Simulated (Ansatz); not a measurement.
Input:

Starting cell, Ge (diamond):

```
CELL_PARAMETERS angstrom
      0.00000     5.67269     5.67269
      2.83635     2.83635     5.67269
      2.83635     2.83635     0.00000
ATOMIC_POSITIONS crystal
  Ge 0.00000 0.50000 0.50000
  Ge 0.50000 0.50000 0.50000
  Ge 0.00000 0.75000 0.75000
  Ge 0.50000 0.75000 0.75000
```

The atoms are displaced by Q × the pattern below (from a DFPT mode at X = (0.5, 0.5, 0.0), largest move 1; Q in Å), at fixed cell. It is one choice among 2 degenerate patterns. (q is in reciprocal vectors of the primitive cell; the cell shown is doubled to hold the pattern.)

```json
[
 {"atom": "Ge3", "x": "0.000", "y": "0.000", "z": "1.000"},
 {"atom": "Ge4", "x": "0.000", "y": "0.000", "z": "-1.000"}
]
```

Atoms not listed stay in place.

Calculation: r2SCAN (plane waves to 500 eV, PAW, scalar-relativistic; Ansatz, a program for electronic structure). k mesh 10×10×10 (Γ-centred), Fermi-Dirac smearing 0.05 eV. E stands for the smeared free energy. As the smearing reaches across the gap at some points, energies and forces of such displacements shift with the k mesh and the smearing. Ge was relaxed with its symmetry unable to fall. The PAW data are Ansatz's earlier set. The zero of ΔE is the undisplaced structure.

The scan covers Q from -0.280 to 0.280 Å in 13 points.

Problem. Which space group does the distorted structure have?

Solution. P-4m2 (No. 115), lowered from Fd-3m.

Problem. What is the energy change at Q = 0.280 Å?

Solution. 1141 meV/cell.

Problem. What harmonic wavenumber does the curvature at Q = 0 give?

Solution. 238 cm⁻¹.

(For displaced atoms, the force is minus the slope of the energy, and its curvature is a force constant, which sets phonon frequencies.)
